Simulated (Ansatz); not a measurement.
## PbS: computed property card

PbS:
```cif
data_Pb4S4
_chemical_formula_sum 'S4 Pb4'
_space_group_name_H-M_alt 'F-43m'
_space_group_IT_number 216
_space_group_name_Hall 'F -4 2 3'
_cell_length_a 6.64744
_cell_length_b 6.64744
_cell_length_c 6.64744
_cell_angle_alpha 90.000
_cell_angle_beta 90.000
_cell_angle_gamma 90.000
loop_
_atom_site_label
_atom_site_type_symbol
_atom_site_symmetry_multiplicity
_atom_site_Wyckoff_symbol
_atom_site_fract_x
_atom_site_fract_y
_atom_site_fract_z
_atom_site_occupancy
S1 S 4 d 0.75000 0.75000 0.75000 1
Pb1 Pb 4 a 0.00000 0.00000 0.00000 1
```
(The calculation used a cell of 2 atoms; values per cell refer to that cell.)

Space group F-43m (No. 216), zinc blende; conventional cell a = 6.647 Å, b = 6.647 Å, c = 6.647 Å, α = 90.00°, β = 90.00°, γ = 90.00°.

Method: plane-wave PAW PBE (Ansatz code). Structure relaxed to zero pressure with the same functional. Other levels are named where they apply.

Cell and energy:

```
Property                                                      Result
-----------------------------------------------------  -------------
Volume per atom                                             36.72 Å³
Density                                                   5.41 g/cm³
Formation energy from the elements (no fitted shifts)  -0.37 eV/atom
```

Electronic structure:

```
Quantity                                                                  Result
----------------------------------------  --------------------------------------
Band gap                                                      0.85 eV (indirect)
Valence-band maximum                                                        at W
Conduction-band minimum                              at X (3 equivalent valleys)
Smallest direct gap on the standard path                                 1.30 eV
Electron effective mass                    0.37, 0.37, 1.8 mₑ (principal values)
Hole effective mass                       0.62, 0.62, 0.80 mₑ (principal values)
Gap with spin–orbit coupling                                             0.74 eV
```

Mechanics:

```
Quantity                               Value
----------------------------------  --------
Bulk modulus (Birch–Murnaghan fit)  35.2 GPa
Pressure derivative B′                   4.2
```

The start of the workflow was typed in or built on a structure type; neither database checked (COD, Materials Project) lists it. It is not the phase usual at ambient conditions (space group No. 225). The cell was relaxed with PBE under the symmetry of its start; its stability against distortions is not shown here. The references are the lowest solids computed at this level, not always the standard phases. Scalar-relativistic: spin–orbit coupling is off unless named, which matters more the heavier the elements.

Potentials: the earlier of the program's two PAW sets.
